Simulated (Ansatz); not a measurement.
## LaGa3Pd2 in Ansatz, relaxation

Input:

```yaml
crystal:
  lattice:
    - [5.467868, 0.0, 0.0]
    - [-2.733934, 4.735314, 0.0]
    - [0.0, 0.0, 4.294668]
  atoms:
    - { symbol: Ga, position: [0.5, 0.0, 0.5] }
    - { symbol: Ga, position: [0.5, 0.5, 0.5] }
    - { symbol: Ga, position: [0.0, 0.5, 0.5] }
    - { symbol: La, position: [0.0, 0.0, 0.0] }
    - { symbol: Pd, position: [0.3333, 0.6667, 0.0] }
    - { symbol: Pd, position: [0.6666, 0.3333, 0.0] }
  symmetry: { tolerance: 0.0003 }
kpoints:
  mp_grid: { grid: [7, 7, 8], shift: [0, 0, 0] }
magnetization:
  spin_polarized: false
scf:
  occupations: { method: gaussian, width: 0.2541 }
  lower_state_search: "off"
hamiltonian:
  pseudopotentials: { kind: paw }
  xc: pbesol
basis:
  ecutwfc: 420
  fft_grid_basis: typed
relax:
  max_steps: 60
  cell: { p_target: 0.0 }
output:
  forces: true
  stress: true
  eigenvalues: true
  bader: true
  populations: true
  elf: true
  write_potential: true
  volumetric_format: npy
  dos:
    e_range: [-12, 8]
    de: 0.05
    projected: { site_lists: { Ga: [Ga], La: [La], Pd: [Pd] } }
  write_density: true
checkpoint:
  read: saved_state
```

The command:

```bash
ansatz run input.yaml --threads 2 --pin off --max-ram 2560MiB --backend cpu --events-out ev --progress --plain --runs-dir out
```

Origin of the cell: a database entry, scaled a little.

The saved state is a converged single point of the same cell.

Steps («new basis» is an SCF on plane waves selected anew at the same cell):

| step | ΔF (meV/atom) | max force component (eV/Å) | P (GPa) | volume (Å³) | SCF iterations | step was |
| --- | --- | --- | --- | --- | --- | --- |
| 1 | 0.0 | 0.000 | -3.53 | 111.20 | 8 | accepted |
| 2 | -5.2 | 0.000 | 2.00 | 105.77 | 7 | accepted |
| 3 | -7.0 | 0.000 | -0.13 | 107.69 | 7 | accepted |
| 4 | -7.0 | 0.000 | -0.01 | 107.58 | 5 | accepted |
| 5 | -6.8 | 0.000 | 0.00 | 107.58 | 7 | new basis |

Before:

Space group P6/mmm (No. 191); the run's cell has a = 5.468 Å, b = 5.468 Å, c = 4.295 Å, α = 90.00°, β = 90.00°, γ = 120.00°. Shortest distances: Ga–Pd 2.66 Å, Ga–Ga 2.73 Å, La–Pd 3.16 Å, Pd–Pd 3.16 Å, Ga–La 3.48 Å.

After:

Space group P6/mmm (No. 191); the run's cell has a = 5.399 Å, b = 5.399 Å, c = 4.261 Å, α = 90.00°, β = 90.00°, γ = 120.00°. Shortest distances: Ga–Pd 2.64 Å, Ga–Ga 2.70 Å, La–Pd 3.12 Å, Pd–Pd 3.12 Å, Ga–La 3.44 Å.

```
CELL_PARAMETERS angstrom
5.39949 0.00000 0.00000
-2.69975 4.67610 0.00000
0.00000 0.00000 4.26073
ATOMIC_POSITIONS crystal
Ga 0.50000 0.00000 0.50000
Ga 0.50000 0.50000 0.50000
Ga 0.00000 0.50000 0.50000
La 0.00000 0.00000 0.00000
Pd 0.33333 0.66667 0.00000
Pd 0.66667 0.33333 0.00000
```

- Free energy lowered by: 6.8 meV/atom
- Volume change: -3.26 %
- Final pressure: 0.00 GPa
- Relaxation steps listed: 5

Caveats: no spin-orbit coupling, though heavy elements are present; the relaxation held the start's symmetry, so the end may be a saddle point; wide smearing.

Time: 100 s on 2 threads of Arm Neoverse N1, on a shared host, peak memory 0.59 GiB, from a saved density.
